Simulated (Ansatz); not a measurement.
A crystal relaxed with r2SCAN in the plane-wave code Ansatz has space group I-42d (No. 122) and a = 5.671 Å, c = 10.645 Å.

```csv
atom,site,x,y,z
Xx,4a,0.0000,0.0000,0.0000
Sb,8d,0.3009,0.2500,0.1250
C,4b,0.5000,0.5000,0.0000
```

With r2SCAN the gap is 0.32 eV and direct, at Γ. The HSE06 gap is indirect, 0.859 eV (S₀–Γ (0.97 of the way from S₀) to Γ), below the direct gap of 0.859 eV at Γ. Least and direct gap differ so little that the kind isn't settled. Meshes: r2SCAN 6×6×6, HSE06 4×4×4.

**Question.** Which element is Xx?
A. Zn
B. Mg
C. Cd
D. Hg

**Answer.** A. Xx is Zn: ZnCSb₂ as one 8-atom ordering (I-42d) on the zincblende lattice. Zn is surrounded by 4 Sb at 2.59 Å; Sb is surrounded by 2 C at 2.25 Å and 2 Zn at 2.59 Å; C is surrounded by 4 Sb at 2.25 Å.

No spin polarisation and no zero-point or thermal motion; the cell was built from a prototype and may be hypothetical.

No spin-orbit coupling is included; it can move band edges with weight on the heavy atoms by tenths of an eV.

Where an edge lies off the special points, it is a point of the mesh or the k point where a search put PBE's edge or least direct gap, reused for the other functionals, whose own edges may lie a little apart.

The meshes of the hybrids are coarse, so their gaps aren't converged to the digits shown.
